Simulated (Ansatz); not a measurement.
## A short bond in ScPd

```
Sc Pd
1.0
     3.28300    0.00000    0.00000
     0.00000    3.28300    0.00000
     0.00000    0.00000    3.28300
Sc Pd
1 1
Direct
  0.50000 0.50000 0.50000
  0.00000 0.00000 0.00000
```

The cell is entry 1523179 of the Crystallography Open Database, unrelaxed.

Its shortest bond, of 2.843 Å between atom 1 (Sc) and the nearest image of atom 2 (Pd), is scaled by moving both atoms along it, with the cell held. The force apart is half the difference of the two atoms' forces along the bond; it holds the pull and push of their other neighbours too.

Level of theory: DFT with LDA, scalar-relativistic, in Ansatz 0.2.0; a Γ-centred 9×9×9 k mesh, Fermi–Dirac smearing of 0.05 eV, no spin polarisation. LAPW: all electrons, basis error target 1 meV/atom; PAW: frozen-core files, cutoff 420 eV; crystal datasets: all electrons, by PAW datasets that the program makes for each cell; PAW (cutoff 1000 eV): frozen-core files, cutoff 1000 eV.

Energies are extrapolated to zero smearing and count from the unscaled cell; pressure is positive in compression; gaps take the mesh and a band path. No temperature or zero-point motion is included.

The PAW files were made under PBE.

| bond (Å) | force apart (eV/Å) | P LAPW (GPa) | ΔE LAPW (eV/atom) | P PAW − LAPW (GPa) | ΔE PAW − LAPW (meV/atom) | force PAW − LAPW (eV/Å) |
| --- | --- | --- | --- | --- | --- | --- |
| 2.843 | 0.00 | -5.86 | 0.000 | -0.01 | 0.0 | 0.000 |
| 2.673 | 0.46 | -4.97 | 0.019 | -0.01 | -0.1 | -0.001 |
| 2.161 | 4.14 | 10.95 | 0.492 | -0.08 | -1.5 | -0.017 |
| 1.820 | 13.89 | 42.8 | 1.838 | -0.55 | -13.5 | -0.176 |
| 1.649 | ? | 79.6 | 3.557 | 1.28 | -14.0 | 0.635 |

Question: Give the missing entry: row "1.649", column "force apart (eV/Å)".

Answer: 28.33.

Question: At the last bond length, how far do crystal datasets and PAW (cutoff 1000 eV) lie from LAPW in pressure and in the largest force component?

Answer: crystal datasets: 0.00 GPa, 0.001 eV/Å; PAW (cutoff 1000 eV): +1.15 GPa, 0.337 eV/Å, on a LAPW pressure of 79.6 GPa.

Question: How do the Löwdin populations by LAPW change from the unscaled cell to the last row, on the two atoms of the bond?

Answer: Sc1 3d 2.03 → 2.43, Pd2 4s 2.00 → 1.97, Pd2 4p 5.99 → 5.96, Pd2 4d 9.29 → 8.77 electrons an atom. These are projections on the shells that the free atoms fill; 0.51 e a cell lies outside them at the start and 0.72 e at the end.
